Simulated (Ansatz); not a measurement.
La: from a starting cell to a relaxed one

The start is a generated cell, La built in the AFLOW prototype A_oC4_63_c (A20). The structure is fully relaxed (lattice and positions, P = 0) with r2SCAN (plane waves to 500 eV, PAW, scalar-relativistic; Ansatz, a first-principles code). The first steps use a coarse 10×10×6 k-mesh.

Initial structure:
```yaml
crystal:
  lattice:
    - [1.73551, -3.58090, 0.00000]
    - [1.73551, 3.58090, 0.00000]
    - [0.00000, 0.00000, 6.01802]
  atoms:
    - { symbol: La, position: [0.89772, 0.10228, 0.25000] }
    - { symbol: La, position: [0.10228, 0.89772, 0.75000] }
```

Question: Does the structure survive the relaxation? Give the final space group.

Answer: The space group goes from Cmcm (No. 63) to P6₃/mmc (No. 194); the end is AFLOW prototype A_hP2_194_c (A3, as in Mg), with 2 atoms in the primitive cell.

Question: How much energy is released per atom?

Answer: 0.05 eV/atom.

Question: Is the relaxed structure metallic? Give its gap.

Answer: Zero (metallic).

Final values are on a 14×14×8 k-mesh of the relaxed cell. No spin polarisation in the result.

The run could not lose the symmetry of its start.
